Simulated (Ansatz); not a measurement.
Sn: from a starting cell to a relaxed one

The start is a relaxed Sn cell, doubled along one cell vector, shaken by Gaussian noise of σ = 0.08 Å a coordinate. A full variable-cell relaxation at zero pressure is run with PBE (plane waves to 420 eV, PAW, scalar-relativistic; Ansatz, a quantum-chemistry and plane-wave program). The first steps use a coarse 11×11×6 k-mesh.

Input geometry:
```yaml
crystal:
  lattice:
    - [2.21410, 1.27831, 1.73138]
    - [-2.21410, 1.27831, 1.73138]
    - [0.00000, -5.11325, 3.46276]
  atoms:
    - { symbol: Sn, position: [0.47561, 0.51574, 0.25201] }
    - { symbol: Sn, position: [0.49829, 0.47247, 0.74369] }
```

```json
{
  "energy_released": "0.05 eV/atom",
  "volume_change": "-3.2 %, from 29.40 to 28.45 Å³/atom",
  "relative_to_the_parent": "It does not go back: it reaches P6/mmm (No. 191), AFLOW prototype A_hP1_191_a (A_f, as in Sn), 0.04 eV/atom below the parent",
  "optimiser_moves": "31"
}
```

Final values are on a 16×16×15 k-mesh of the relaxed cell. No spin polarisation in the result.

The run could not lose the symmetry of its start: the end is stationary, and may be a saddle point rather than a minimum.

The relaxed structure here is a generated cell of Sn: the first start was made by placing the elements on the sites of a structure type, and the end was not matched to a known phase here, so it may be hypothetical. Known forms of Sn include space group No. 141, 227.
